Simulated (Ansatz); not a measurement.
The relaxed structure here is a generated cell of La: the first start was made by a random draw of sites in a space group, and the end was not matched to a known phase here, so it may be hypothetical. Known forms of La include space group No. 194.

A relaxed structure of La. The numbers are results of r2SCAN (plane waves to 500 eV, PAW, scalar-relativistic; Ansatz, an electronic-structure program), not measurements.

```
CELL_PARAMETERS angstrom
      3.29210     0.00000     0.00000
      0.00000     3.29210     0.00000
      0.00000     0.00000     3.29210
ATOMIC_POSITIONS crystal
  La 0.00000 0.00000 0.00000
```

**Question.** Determine the symmetry and give the standard cell with its independent sites.

**Answer.** Space group Pm-3m (No. 221); a = b = c = 3.292 Å, α = β = γ = 90.00°

```
atom  site  symmetry       x       y       z
----  ----  --------  ------  ------  ------
La      1a      m-3m  0.0000  0.0000  0.0000
```

This is the simple cubic type.

**Question.** Give the shortest distances between elements (the closest pairs, up to four, under 3.6 Å).

**Answer.** La–La 3.29 Å.

```json
{
 "volume_per_atom": "35.68 Å³",
 "band_gap": "zero (metallic)"
}
```

No spin polarisation in the result.

The run could not lose the symmetry of its start, so the end can be a saddle point.
